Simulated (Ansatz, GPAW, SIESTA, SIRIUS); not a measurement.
## One calculation of CdF2, 4 ways

```
Cd F
1.0
     0.00000    2.69400    2.69400
     2.69400    0.00000    2.69400
     2.69400    2.69400    0.00000
Cd F
1 2
Cartesian
  0.0000 0.0000 0.0000
  4.0410 4.0410 4.0410
  1.3470 1.3470 1.3470
```

Alike in all runs: task band structure; functional PBEsol; k mesh 9 × 9 × 9; occupations fermi-dirac, width 0.05 eV; no spin polarisation; no spin-orbit coupling. Pressure is positive in compression and, in plane waves, holds the error of the finite cutoff. Gaps are the smaller of the mesh's and the band path's.

```
                                                                                      program and potentials  plane-wave cutoff (eV)                                                     notes  band gap (eV)  pressure (GPa)
                                                              Ansatz, all-electron LAPW, scalar-relativistic                       -                                                         -           2.93           -0.24
                                                           GPAW, PAW data sets generated for this functional                     800                 8.67 valence electrons an atom on average           2.90           -2.11
                                                               SIRIUS, all-electron FP-LAPW, apw+lo standard                       -                                                         -           2.93               -
SIESTA, files PseudoDojo sr-pbesol-0.4.1-standard, DZP (energy shift 0.003 Ry; two zetas on semicore shells)                       -  atomic basis; 11.33 valence electrons an atom on average           2.96            0.05
```

The band gap spans 2.90 (GPAW, PAW data sets generated for this functional) to 2.96 eV (SIESTA, files PseudoDojo sr-pbesol-0.4.1-standard, DZP (energy shift 0.003 Ry; two zetas on semicore shells)), with all-electron results at 2.93. The pressure spans -2.11 (GPAW, PAW data sets generated for this functional) to 0.05 GPa (SIESTA, files PseudoDojo sr-pbesol-0.4.1-standard, DZP (energy shift 0.003 Ry; two zetas on semicore shells)), with all-electron results at -0.24. The paths' points differ, which is worth about 0.01 eV. Rows in atomic bases carry the error of their basis and grid, which can be large.

Differences between rows come from potentials, basis sets and numerical settings, since the functional is the same but for its coding. Runs on potential files found faulty are left out.
